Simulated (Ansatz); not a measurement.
**RbV3O8 — ¹⁷O NMR of the central transition**

Cell: a computed structure from the Materials Project (it need not be an observed phase).

```cif
data_RbV3O8
_symmetry_space_group_name_H-M 'P2_1/m'
_symmetry_Int_Tables_number 11
_cell_length_a 5.0065
_cell_length_b 8.4169
_cell_length_c 7.9069
_cell_angle_alpha 90.000
_cell_angle_beta 96.944
_cell_angle_gamma 90.000
loop_
_atom_site_label
_atom_site_type_symbol
_atom_site_symmetry_multiplicity
_atom_site_Wyckoff_symbol
_atom_site_fract_x
_atom_site_fract_y
_atom_site_fract_z
Rb Rb 2 e 0.0630 0.2500 0.9357
V3 V 4 f 0.4391 0.5541 0.6819
V7 V 2 e 0.0744 0.2500 0.4259
O9 O 4 f 0.1131 0.5997 0.7276
O13 O 4 f 0.4315 0.5650 0.1709
O17 O 2 e 0.1218 0.7500 0.4271
O19 O 2 e 0.5826 0.7500 0.7522
O21 O 4 f 0.6829 0.9123 0.5052
```

One atom of each set is listed.

Computed with Ansatz: DFT, PBE, plane waves and PAW, scalar-relativistic, 420 eV cutoff, Γ-centred 4×3×3 k-points, Fermi–Dirac smearing 0.02 eV.

¹⁷O has I = 5/2 and Q = -25.58 mb (Pyykkö 2018); at 14.1 T its Larmor frequency is ν₀ = 81.4 MHz. Only the quadrupole interaction is simulated: positions count from each site's isotropic chemical shift, and J coupling is left out, as are shift anisotropy and dipolar coupling, which fast spinning averages.

Simulated pattern of one O site (fast magic-angle spinning, Gaussian broadening 0.04 kHz):

| offset (kHz) | height |
| --- | --- |
| -1.360 | 0 |
| -1.324 | 0 |
| -1.287 | 4 |
| -1.251 | 8 |
| -1.214 | 8 |
| -1.178 | 8 |
| -1.141 | 10 |
| -1.104 | 18 |
| -1.068 | 22 |
| -1.031 | 23 |
| -0.995 | 24 |
| -0.958 | 25 |
| -0.922 | 26 |
| -0.885 | 28 |
| -0.848 | 30 |
| -0.812 | 32 |
| -0.775 | 35 |
| -0.739 | 43 |
| -0.702 | 83 |
| -0.666 | 100 |
| -0.629 | 79 |
| -0.592 | 73 |
| -0.556 | 73 |
| -0.519 | 81 |
| -0.483 | 90 |
| -0.446 | 73 |
| -0.410 | 61 |
| -0.373 | 54 |
| -0.336 | 49 |
| -0.300 | 46 |
| -0.263 | 43 |
| -0.227 | 40 |
| -0.190 | 38 |
| -0.154 | 36 |
| -0.117 | 35 |
| -0.080 | 33 |
| -0.044 | 29 |
| -0.007 | 10 |
| 0.029 | 0 |
| 0.066 | 0 |

Problem. Which |C_Q| and η does the pattern imply?

Solution. The pattern spans 1.27 kHz before broadening and its centre of gravity is at -0.553 kHz, which fixes P_Q; the places of the horns and steps fix η. That gives P_Q = 2.74 MHz, |C_Q| = 2.55 MHz and η = 0.69, the values that the calculation gives site O21 (3 V at 1.87–1.98 Å). The other sites have |C_Q| = 1.72, 0.761, 2.18, 2.17 MHz. The sign of C_Q can't be read from the pattern.

At O21 V_zz stands upright on the plane through its three neighbours (within 7°).

The largest force is 0.5 eV/Å, so the atoms aren't at the calculated equilibrium and relaxing them would move these values.
